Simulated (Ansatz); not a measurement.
input.yaml

```yaml
crystal:
  lattice:
    - [0.0, 1.9127377545, 1.9127377545]
    - [1.9127377545, 0.0, 1.9127377545]
    - [1.9127377545, 1.9127377545, 0.0]
  atoms:
    - { symbol: Al, position: [0.0, 0.0, 0.0] }
basis:
  ecutwfc: 500
kpoints:
  mp_grid: { grid: [18, 18, 18] }
hamiltonian:
  xc: r2scan
scf:
  occupations: { method: gaussian, width: 0.1 }
output:
  forces: true
  stress: true
  eigenvalues: true
```

Launched with
```bash
ansatz run input.yaml --threads 1 --pin off --max-ram 2560MiB --backend cpu --events-out ev --progress --plain --runs-dir out
```

The calculation used DFT r2SCAN, scalar-relativistic, plane waves, PAW in Ansatz.

Abridged output (iterations and final results):

```
SCF iter   1: F=—  HF=-540.320323 eV  |F-HF|=—  |Δ(HF+E_count)|=         —  Δρ=2.58e-3  dr2=8.36e-4  dr2_τ=8.20e-3  ethr=1.77e-3  ⟨swp⟩=5.0  Hψ=10242  notcnv=0
SCF iter   2: F=—  HF=-540.326123 eV  |F-HF|=—  |Δ(HF+E_count)|=   5.80e-3  Δρ=2.09e-3  dr2=5.79e-4  dr2_τ=2.55e-6  ethr=2.79e-5  ⟨swp⟩=2.0  Hψ=3812  notcnv=0  defer=93
SCF iter   3: F=—  HF=-540.326086 eV  |F-HF|=—  |Δ(HF+E_count)|=   3.76e-5  Δρ=1.01e-3  dr2=1.36e-4  dr2_τ=7.38e-7  ethr=1.93e-5  ⟨swp⟩=1.0  Hψ=1086  notcnv=0  defer=93
SCF iter   4: F=—  HF=-540.326077 eV  |F-HF|=—  |Δ(HF+E_count)|=   9.02e-6  Δρ=3.81e-4  dr2=1.92e-5  dr2_τ=5.38e-8  ethr=4.52e-6  ⟨swp⟩=1.0  Hψ=1077  notcnv=0  defer=93
SCF iter   5: F=—  HF=-540.326075 eV  |F-HF|=—  |Δ(HF+E_count)|=   1.42e-6  Δρ=5.60e-5  dr2=4.11e-7  dr2_τ=9.19e-10  ethr=6.41e-7  ⟨swp⟩=1.0  Hψ=1081  notcnv=0  defer=93
SCF iter   6: F=-540.326075 eV  HF=-540.326075 eV  |F-HF|=8.32e-11  |Δ(HF+E_count)|=   1.90e-8  Δρ=4.71e-6  dr2=2.86e-9  dr2_τ=6.57e-12  ethr=3.33e-9  ⟨swp⟩=5.4  Hψ=5585  notcnv=0
SCF 1 converged in 6 iterations: F = -540.326075 eV  dr2 = 2.86e-9
SCF converged after 6 iterations
Free energy (F): -540.326075 eV
Harris-Foulkes:  -540.326075 eV  (|F-HF|=8.32e-11)
Internal energy: -540.324527 eV  (E = F + TS)
E sigma→0 (E₀):  -540.325301 eV
Entropy (-TS):   -0.001548 eV (-1.548 meV/atom)
Fermi energy:    9.789070 eV
--- Per-component energies (eV) ---
  E_band       = 13.746874
  E_kinetic    = 25.755732
  E_local      = 12.700261  (includes V_loc(G=0)·N_el)
  E_nonlocal   = 10.034026
  E_hartree    = 0.178814
  E_xc         = -37.871354
  E_vxc        = -32.678129  (∫ρ·V_xc dr)
  E_paw        = -473.400506  (= ΣΔE_a)
  E_vpaw       = -3.675319  (= ΣTr[D̂ρ^β])
  E_aug_tail   = -0.000001  (compensation charges beyond the density's cutoff)
  E_vtau       = 1.252669  (kinetic-family band-sum trace: ∫τ·v_τ [+ j·A + Jᵃ·Aᵃ] dr)
  E_ewald      = -77.661391
  E_core_change = -0.060108  (= ΣΔE_core)
  E_smearing   = -0.001548  (= −TS)
--- Forces (eV/Å), atoms counted from 1 ---
  atom   1  Al     0.00000000     0.00000000     0.00000000
--- Stress (GPa, compression-positive) ---
       15.710048       0.000000       0.000000
        0.000000      15.710048       0.000000
        0.000000       0.000000      15.710048
  P = ⅓ Tr σ = 15.7100 GPa (157.100 kbar)
--- Band table (eV; the first three rows and the last of 195) ---
  k-point 0: bands = ["-3.2580", "24.0356", "24.0356", "24.0356", "27.4366", "27.4366"]
  k-point 1: bands = ["-3.1591", "22.5552", "23.8557", "23.8557", "27.6409", "27.7744"]
  k-point 2: bands = ["-2.8629", "20.0686", "23.4667", "23.4667", "27.4366", "28.6342"]
  k-point 194: bands = ["8.1342", "9.2062", "9.4101", "12.4825", "26.5843", "29.0950"]
```

The run converged.

The run took 1.4 s on 1 thread of Intel(R) Xeon(R) 6975P-C (Granite Rapids), with other jobs on the host, peak memory 0.34 GiB.